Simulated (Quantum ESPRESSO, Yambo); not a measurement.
**Quasiparticle gap of K$_{2}$NiF$_{6}$**

K₂NiF₆ is modelled in the cubic space group Fm-3m (No. 225), Pearson symbol cF36. Cell: a = b = c = 8.003 Å, α = β = γ = 90.00°. F on 24e has 1 Ni at 1.783 Å and 4 K at 2.838 Å (square pyramidal). K on 8c has 12 F at 2.838 Å. Ni on 4a has 6 F at 1.783 Å (octahedral). (Neighbours: up to the widest gap in distance over summed covalent radii, below 1.35, at either atom; cation-cation contacts left out.)
(The calculation used a cell of 9 atoms; values per cell refer to that cell.)

The geometry is that of Materials Project entry mp-605034, symmetrised and not relaxed again.

Starting point: PBEsol (Quantum ESPRESSO, PseudoDojo norm-conserving, 98 Ry, scalar-relativistic). G0W0 in Yambo: 2×2×2 Γ-centred k mesh, bands 5 to 200 and a 7 Ry block in the screening, 200 bands in G with the Bruneval-Gonze terminator, plasmon pole fitted at 27.2 eV.

```yaml
PBEsol gap along the band path: 1.56 eV
PBEsol gap between the mesh's edge points (X → X): 1.56 eV
G0W0 gap between the same points: 5.19 eV
```

| k point | band | E PBEsol (eV) | E QP (eV) | shift (eV) | Z |
|---|---|---|---|---|---|
| Γ | VB | -0.17 | -1.70 | -1.54 | 0.75 |
| Γ | CB | 1.96 | 4.14 | 2.18 | 0.76 |
| L | VB | -0.09 | -1.62 | -1.53 | 0.76 |
| L | CB | 1.84 | 3.99 | 2.15 | 0.76 |
| X | VB | 0.00 | -1.53 | -1.53 | 0.76 |
| X | CB | 1.56 | 3.66 | 2.10 | 0.77 |

Energies count from the PBEsol valence-band maximum.

Nearest settings tried, and what they do to the gap: 134 bands in G: +11 meV; 134 bands in W, 134 bands in G: +27 meV; 6 Ry block (229 vectors against 307): +120 meV. Not varied: mesh. So the settings aren't converged at that level. The k mesh is coarse.

The 3d shell has no Hubbard U; the runs are without spin polarisation, and magnetic order was not tried.

The structure is a Materials Project entry; no match was found in the copy of COD used, and its stability was not checked.
